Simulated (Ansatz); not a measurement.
The following input was run with Ansatz 0.2.0.

```yaml
crystal:
  lattice:
    - [4.89, 0.0, 0.0]
    - [-2.445, 4.2348642245, 0.0]
    - [0.0, 0.0, 3.88]
  atoms:
    - { symbol: C, position: [0.6666666667, 0.3333333333, 0.184] }
    - { symbol: C, position: [0.3333333333, 0.6666666667, 0.184] }
    - { symbol: C, position: [0.6666666667, 0.3333333333, 0.816] }
    - { symbol: C, position: [0.3333333333, 0.6666666667, 0.816] }
    - { symbol: C, position: [0.5, 0.5, 0.34] }
    - { symbol: C, position: [0.0, 0.5, 0.34] }
    - { symbol: C, position: [0.5, 0.0, 0.34] }
    - { symbol: C, position: [0.5, 0.5, 0.66] }
    - { symbol: C, position: [0.5, 0.0, 0.66] }
    - { symbol: C, position: [0.0, 0.5, 0.66] }
basis:
  ecutwfc: 420
kpoints:
  mp_grid: { grid: [12, 12, 10] }
hamiltonian:
  xc: lda
scf:
  occupations: { method: gaussian, width: 0.1 }
output:
  forces: true
  stress: true
  eigenvalues: true
  populations: true
```

Launched with
```bash
ansatz run input.yaml --threads 2 --pin off --max-ram 5120MiB --backend cpu --events-out ev --progress --plain --runs-dir out
```

These are results of DFT LDA, scalar-relativistic, plane waves, PAW (Ansatz 0.2.0), not measurements.

Part of what the program printed, abridged (final results; tables in files aren't shown):

```
SCF 1 converged in 7 iterations: F = -2423.120199 eV  dr2 = 5.16e-9
SCF converged after 7 iterations
Free energy (F): -2423.120199 eV
Harris-Foulkes:  -2423.120199 eV  (|F-HF|=1.56e-8)
Internal energy: -2423.120192 eV  (E = F + TS)
E sigma→0 (E₀):  -2423.120196 eV
Entropy (-TS):   -0.000007 eV (-0.001 meV/atom)
Fermi energy:    7.956274 eV
--- Per-component energies (eV) ---
  E_band       = -43.389210
  E_kinetic    = 934.695920
  E_local      = -1745.141228  (includes V_loc(G=0)·N_el)
  E_nonlocal   = 287.973971
  E_hartree    = 578.806329
  E_xc         = -482.178575
  E_vxc        = -599.894195  (∫ρ·V_xc dr)
  E_paw        = -920.564898  (= ΣΔE_a)
  E_vpaw       = -78.636710  (= ΣTr[D̂ρ^β])
  E_aug_tail   = 0.000103  (compensation charges beyond the density's cutoff)
  E_ewald      = -1077.340138
  E_core_change = 0.628325  (= ΣΔE_core)
  E_smearing   = -0.000007  (= −TS)
--- Forces (eV/Å), atoms counted from 1 ---
  atom   1  C      0.00000000     0.00000000     1.05842158
  atom   2  C      0.00000000     0.00000000     1.05842158
  atom   3  C      0.00000000     0.00000000    -1.05842158
  atom   4  C      0.00000000     0.00000000    -1.05842158
  atom   5  C      0.00000000     0.00000000    -4.71002135
  atom   6  C      0.00000000     0.00000000    -4.71002135
  atom   7  C      0.00000000     0.00000000    -4.71002135
  atom   8  C      0.00000000     0.00000000     4.71002135
  atom   9  C      0.00000000     0.00000000     4.71002135
  atom  10  C      0.00000000     0.00000000     4.71002135
--- Stress (GPa, compression-positive) ---
      -13.660104       0.000000       0.000000
        0.000000     -13.660104       0.000000
        0.000000       0.000000      87.920720
  P = ⅓ Tr σ = 20.2002 GPa (202.002 kbar)
--- Band table (eV; the first three rows and the last of 114) ---
  k-point 0: bands = ["-12.6878", "-8.8604", "-7.2182", "-7.2182", "-5.7673", "-5.1657", "-2.1376", "-1.6502", "-1.4383", "-1.4383", "-0.0920", "-0.0920", "0.2402", "0.2402", "4.5646", "4.5646", "5.1448", "5.1448", "5.4505", "7.5449", "9.1644", "12.5681", "12.5681", "12.6433", "12.6433", "15.2446", "15.4171", "15.5704", "15.6884", "15.6884"]
  k-point 1: bands = ["-12.6195", "-8.7859", "-7.1724", "-7.1724", "-6.7613", "-4.0775", "-3.1400", "-1.3592", "-1.3592", "-0.9200", "-0.9200", "-0.6077", "1.0914", "1.0914", "4.2221", "4.2221", "5.2484", "5.2484", "5.2857", "7.5655", "9.2455", "12.3388", "12.3388", "13.1226", "13.1226", "15.1624", "15.2102", "15.4706", "15.7183", "15.7183"]
  k-point 2: bands = ["-12.4177", "-8.5630", "-7.8892", "-7.0433", "-7.0433", "-4.2722", "-2.6709", "-1.8098", "-1.8098", "-1.1261", "-1.1261", "0.6176", "2.0393", "2.0393", "3.4788", "3.4788", "4.7981", "5.4118", "5.4118", "7.6217", "9.4885", "11.8906", "11.8906", "14.2671", "14.2671", "14.3709", "14.9529", "15.5819", "15.7944", "15.7944"]
  k-point 113: bands = ["-10.2246", "-10.2246", "-8.9422", "-8.9422", "-6.8356", "-3.6317", "-2.3254", "-2.3254", "-0.5959", "-0.5959", "1.8502", "2.0497", "2.4581", "2.4581", "2.5386", "2.6287", "2.6287", "4.9274", "5.9479", "5.9479", "8.1360", "11.0959", "11.0959", "15.3567", "15.3567", "16.2013", "16.2013", "16.3627", "16.4862", "17.8416"]
--- Löwdin populations: 10 sites ---
  site symbol q [e]
     0      C      3.9674
     1      C      3.9674
     2      C      3.9674
     3      C      3.9674
     4      C      3.9750
     5      C      3.9750
     6      C      3.9750
     7      C      3.9750
     8      C      3.9750
     9      C      3.9750
  spilling = 0.007008 (of n_electrons = 40.000000)
```

The run converged.

Time: 4.8 s on 2 threads of Intel(R) Xeon(R) 6975P-C (Granite Rapids), with other jobs on the host, peak memory 0.51 GiB.